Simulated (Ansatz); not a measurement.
**MgAu: computed property card**

MgAu:
```yaml
crystal:
  lattice:
    - [3.21824, 0.00000, 0.00000]
    - [0.00000, 3.21824, 0.00000]
    - [0.00000, 0.00000, 3.21824]
  atoms:
    - { symbol: Mg, position: [0.50000, 0.50000, 0.50000] }
    - { symbol: Au, position: [0.00000, 0.00000, 0.00000] }
```

Space group Pm-3m (No. 221), CsCl type; conventional cell a = 3.218 Å, b = 3.218 Å, c = 3.218 Å, α = 90.00°, β = 90.00°, γ = 90.00°.

Method: plane-wave PAW LDA (Ansatz code). Geometry: relaxed at this level of theory. Other levels are named where they apply.

Cell and energy:

```json
{
 "volume_per_atom": "16.67 Å³",
 "density": "11.02 g/cm³",
 "Formation energy from the elements (no fitted shifts)": "-0.63 eV/atom"
}
```

Electronic structure:

```json
{
  "electronic_character": "metallic (no gap)",
  "Density of states at the Fermi level": "0.28 states/eV per atom (mean over ±0.08 eV)"
}
```

Mechanics:

```json
{
 "Bulk modulus (Birch–Murnaghan fit)": "102 GPa",
 "Pressure derivative B′": "4.8",
 "Elastic constants (relaxed ions, GPa)": "C11 = 123, C12 = 92.9, C44 = 62.6",
 "mechanical_stability": "stable (all eigenvalues of C positive)",
 "hill_bulk_and_shear_moduli": "103 and 35.8 GPa",
 "Young's modulus": "96.1 GPa",
 "Poisson's ratio": "0.34",
 "debye_temperature_from_the_elastic_constants": "236 K"
}
```

Phonons:

```json
{
 "highest_zone_centre_frequency": "212 cm^-1",
 "zone_centre_stability": "no imaginary mode at Γ"
}
```

The workflow started from a Materials Project entry (that database holds measured and hypothetical structures alike); the Crystallography Open Database files this formula in space group No. 221, but the cells were not matched. Whether it is the stable phase at ambient conditions was not checked. Symmetry was held in the LDA relaxation. As this level gives no gap, shear constants depend on the k-mesh and smearing (Fermi–Dirac, 0.1 eV here). As this level gives no gap, phonon frequencies hold no LO–TO term and depend on the k-mesh and smearing (Fermi–Dirac, 0.1 eV here). The references are the lowest solids computed at this level, not always the standard phases. Scalar-relativistic: spin–orbit coupling is off unless named, which matters more the heavier the elements.

Potentials: the later of the program's two PAW sets.
